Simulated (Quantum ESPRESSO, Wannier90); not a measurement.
**Wannierisation of LiAuF6 (R-3)**

```
CELL_PARAMETERS angstrom
     -2.46899     4.27642     0.00000
     -4.93798     0.00000     0.00000
     -2.46899     1.42547     4.51964
ATOMIC_POSITIONS crystal
  Li 0.50000 0.50000 0.50000
  Au 0.00000 0.00000 0.00000
  F  0.90235 0.24150 0.24666
  F  0.09765 0.75850 0.75334
  F  0.60949 0.90235 0.24666
  F  0.39051 0.09765 0.75334
  F  0.24150 0.60949 0.24666
  F  0.75850 0.39051 0.75334
```

Cell from Materials Project (mp-1079483), symmetrised, no further relaxation. Not found in the COD (Crystallography Open Database) copy used; not checked further. Computed values, not measurements, from PBEsol: Quantum ESPRESSO (norm-conserving PseudoDojo potentials, cutoff 68 Ry, no spin polarisation, no spin-orbit coupling) on a Γ-centred 4×4×4 mesh, then Wannier90. Density: 8×8×8 mesh, cold smearing 0.01 Ry. Spin-orbit coupling is left out although heavy elements are present.

The plane-wave run has 51 bands and 64 electrons a cell. On the energy scale of pw.x, whose zero is arbitrary, the valence-band maximum lies at 2.42 eV.

Isolated groups of bands, relative to the valence-band maximum (bands from 36 on overlap up to the last one computed):

| bands | from (eV) | to (eV) | filling | weight on atomic waves |
|---|---|---|---|---|
| 1 | -107.28 | -107.28 | filled | Au 5s 99 % |
| 2–4 | -58.46 | -58.44 | filled | Au 5p 99 % |
| 5 | -40.87 | -40.87 | filled | Li 1s 99 % |
| 6 | -21.68 | -21.35 | filled | F 2s 82 %, Au 6s 12 % |
| 7–11 | -21.14 | -20.68 | filled | F 2s 94 % |
| 12–13 | -7.04 | -6.77 | filled | Au 5d 48 %, F 2p 44 %, F 2s 6 % |
| 14–17 | -5.86 | -5.19 | filled | Au 5d 54 %, F 2p 41 % |
| 18–20 | -3.97 | -3.17 | filled | F 2p 96 % |
| 21–32 | -2.53 | 0.00 | filled | F 2p 92 %, Au 5d 7 % |
| 33–34 | 1.97 | 2.22 | empty | F 2p 56 %, Au 5d 40 % |
| 35 | 6.95 | 9.31 | empty | Au 6s 61 %, F 2p 15 %, F 2s 11 % |

Input w.win, without the blocks of cell, atoms and k-points (64 lines):

```
num_bands = 40
num_wann = 23
exclude_bands = 1-11
num_iter = 1000
conv_tol = 1.0e-6
conv_window = 4
dis_num_iter = 1000
dis_conv_tol = 1.0e-6
dis_froz_max = 9.89
write_hr = true
write_u_matrices = true
begin projections
f=0.01184,-0.00508,-0.00053: d
f=-0.09372,0.22994,0.24682: p
f=0.10968,-0.24809,-0.24911: p
f=-0.37857,-0.10455,0.24409: p
f=0.37983,0.09613,-0.24269: p
f=0.23325,-0.37997,0.24255: p
f=-0.24403,0.39289,-0.23752: p
end projections
mp_grid = 4 4 4
```

wannier90.x stops with:
```
dis_windows: More states in the frozen window than target WFs
```
At some k-point more bands lie below dis_froz_max than there are Wannier functions, and every frozen state has to fit into the subspace. Mended as below, all else unchanged, the run goes through (Ω_I = 13.2 Å²) and follows the plane-wave bands to 0.1 meV rms (states up to 2.2 eV relative to the valence-band maximum).
```
dis_froz_max = 5.89
```
